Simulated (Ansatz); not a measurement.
## MgCd2Te2Mo2O12, one structure, two calculations

Cell: a Materials Project structure (computed, not necessarily an observed phase).

Space group P-4 (No. 81); a = 5.3429, c = 10.3929 Å.

```csv
site,Wyckoff,site symmetry,x,y,z
Mg,1c,-4..,0.5000,0.5000,0.0000
Cd2,1b,-4..,0.0000,0.0000,0.5000
Cd3,1d,-4..,0.5000,0.5000,0.5000
Te,2g,2..,0.0000,0.5000,0.2697
Mo,2g,2..,0.5000,0.0000,0.2193
O8,4h,1,0.3588,0.2357,0.1114
O12,4h,1,0.2653,0.7875,0.3064
O16,4h,1,0.1989,0.3068,0.3875
```

One atom of each set is listed.

First run. Method: Kohn–Sham DFT in Ansatz, PBE, plane waves and PAW, scalar-relativistic, collinear spin, 420 eV cutoff, Γ-centred 5×5×3 k-points, Fermi–Dirac smearing 0.02 eV. Start moments as typed (μB): 1 on each Mo, none on the rest.

| site | V_zz (10²¹ V/m²) | η | m (μB) |
| --- | --- | --- | --- |
| Mg | -0.052 | 0.00 | 0.00 |
| Cd2 | 0.83 | 0.00 | 0.00 |
| Cd3 | 1.33 | 0.00 | 0.00 |
| Te | -42.4 | 0.48 | 0.01 |
| Mo | 1.84 | 0.06 | 0.42 |
| O8 | -3.54 | 0.83 | 0.04 |
| O12 | 7.27 | 0.49 | 0.01 |
| O16 | 10.35 | 0.32 | 0.00 |

Second run. The same atoms and settings, except that the mesh is 6×6×4 and the Fermi–Dirac smearing is 0.05 eV.

Task: Given the first result, estimate the second.

Result: 

| site | V_zz | η | change of V_zz | m (μB) |
| --- | --- | --- | --- | --- |
| Mg | -0.079 | 0.00 | -0.03 | 0.00 |
| Cd2 | 0.84 | 0.00 | +0.01 | 0.00 |
| Cd3 | 1.34 | 0.00 | +0.01 | 0.00 |
| Te | -42.4 | 0.48 | +0.05 | 0.01 |
| Mo | 1.75 | 0.88 | -0.09 | 0.42 |
| O8 | -3.37 | 0.91 | +0.17 | 0.04 |
| O12 | 7.28 | 0.49 | +0.01 | 0.01 |
| O16 | 10.35 | 0.32 | 0.00 | 0.00 |

The largest change of V_zz is on O8, from -3.54 to -3.37. The whole tensor moves most on Mo, by 1.08 along its most changed direction. In per cent, |V_zz| changes by 0 on Te, -5 to 0 on O (all sites that start above 2). Where |V_zz| stays above 0.1, η moves most on Mo, from 0.06 to 0.88.

The largest force is 1.1 eV/Å, so the atoms aren't at the calculated equilibrium and relaxing them would move these values. Without spin–orbit coupling the gradients at and beside Te can be off by some per cent, at some sites by more. Semilocal functionals can leave a metal where correlation in the d or f shell opens a gap in the real compound, and that would change the values at and beside Mo. All moments are parallel here, as the start or the cell imposes; many such compounds order antiparallel, where fields and spin densities carried over to other atoms largely cancel. The magnetic order is the one that the run reached from its start moments, not necessarily the measured one (the real compound may not order at all).
